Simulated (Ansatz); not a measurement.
**Equation of state of ZrH**

A database entry relaxed whole under r2SCAN (P4_2/mmc):

```
Zr H
1.0
     3.24997    0.00000    0.00000
     0.00000    3.24997    0.00000
     0.00000    0.00000    4.97016
Zr H
2 2
Direct
  0.00000 0.50000 0.00000
  0.50000 0.00000 0.50000
  0.00000 0.00000 0.75000
  0.00000 0.00000 0.25000
```

The cell was scaled uniformly, its shape held, and the atoms relaxed at each volume with plane-wave PAW DFT (Ansatz 0.2.0; r2SCAN, 500 eV, 10×10×7 Γ-centred mesh, fermi-dirac occupations of width 0.100 eV; no spin, no spin-orbit coupling). One row is withheld.

| volume (Å³/atom) | energy over the lowest (meV/atom) | pressure (GPa) |
| --- | --- | --- |
| 12.337 | 19.3 | 8.30 |
| 12.599 | ? | ? |
| 12.862 | 2.0 | 2.51 |
| 13.124 | 0.0 | 0.00 |
| 13.387 | 2.0 | -2.29 |
| 13.649 | 7.6 | -4.38 |
| 13.912 | 16.4 | -6.28 |

Fit the pressures of the other rows to the third-order Birch-Murnaghan form.

With f = [(V₀/V)^(2/3) − 1]/2 and P = 3B₀f(1 + 2f)^(5/2)[1 + 3(B₀′ − 4)f/2], least squares gives V₀ = 13.12 Å³ an atom, B₀ = 120 GPa and B₀′ = 3.7; the rows miss the fit by less than 0.01 GPa. The slope of the energies differs from these pressures by 0.06 GPa, since they are taken to zero smearing while pressures follow the free energy.

What does the withheld row hold?

The fit gives 5.27 GPa at 12.599 Å³; the run gave 5.27 GPa and 8.3 meV an atom.

Caveats: the shape of the cell was held, so B₀ is an upper bound where the axes differ in stiffness; 0 K, fixed nuclei; the symmetry was kept, and this need not be the phase that is stable at 0 K; one mesh for all volumes; pressure is positive in compression.
